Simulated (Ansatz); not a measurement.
ZrPt3:
```xyz
4
Lattice="3.9968 0.0000 0.0000 0.0000 3.9968 0.0000 0.0000 0.0000 3.9968" Properties=species:S:1:pos:R:3 pbc="T T T"
Zr     0.0000     0.0000     0.0000
Pt     1.9984     1.9984     0.0000
Pt     0.0000     1.9984     1.9984
Pt     1.9984     0.0000     1.9984
```

Relaxed with PBEsol. Special points in fractions of this cell's reciprocal vectors: Γ (0.000, 0.000, 0.000); X (0.000, 0.500, 0.000); M (0.500, 0.500, 0.000); R (0.500, 0.500, 0.500).

List the band energies nearest the Fermi level at these points for PBEsol with spin–orbit coupling (plane waves, PAW; program Ansatz).

In eV from the Fermi level; about four levels below and three above (degenerate sets whole), none deeper than 8.9 eV; points with the same levels are listed once.

| k | below | above |
|---|---|---|
| Γ | -0.44 -0.44 -0.44 -0.44 | 0.98 0.98 0.98 0.98 |
| X | -0.04 -0.04 -0.04 -0.04 | 1.26 1.26 1.37 1.37 |
| M | -2.70 -2.70 -2.45 -2.45 | 0.66 0.66 0.77 0.77 |
| R | -0.77 -0.77 -0.77 -0.77 -0.13 -0.13 | 0.73 0.73 1.69 1.69 1.69 1.69 |

Space group Pm-3m (Cu3Au type). The first step of the workflow began from a Materials Project structure, measured or hypothetical; the Crystallography Open Database files this formula in space group No. 221, but the cells were not matched. Whether it is the stable phase at ambient conditions was not checked. Symmetry was held in the PBEsol relaxation; its stability against distortions is not shown here. The run is not spin-polarised.

Potentials: the later of the program's two PAW sets.
